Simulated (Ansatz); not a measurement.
YCl in space group R-3m (No. 166; Cl on 6c, Y on 6c), DFT-r²SCAN+D4 in the program Ansatz with PAW potentials, all energies at zero smearing, with the estimated change up to a 700 eV cutoff added, with one set of potentials and settings (totals compare only within such a set). Cell of 4 atoms (2 Cl, 2 Y): -9893.599 eV.

```tsv
element	reference phase	E (eV/atom)
Cl	Cmce, 4 atoms in the cell	-1083.6978
Y	P6_3/mmc, 2 atoms in the cell	-3859.7811
```

Formation energy per atom, worked out: (-9893.599 − 2×(-1083.6978) − 2×(-3859.7811))/4 = -1.660 eV/atom (-160 kJ per mol of atoms), at 0 K, without zero-point energy or fitted corrections.

The workflow started from an entry of the Crystallography Open Database (COD). Its standing as an ambient phase is unchecked. Symmetry was held in the r²SCAN+D4 relaxation; its stability against distortions is not shown here. The run is not spin-polarised. The references are the lowest solids computed at this level, not always the standard phases (solids in place of the gases).

Potentials: the later of the program's two PAW sets.
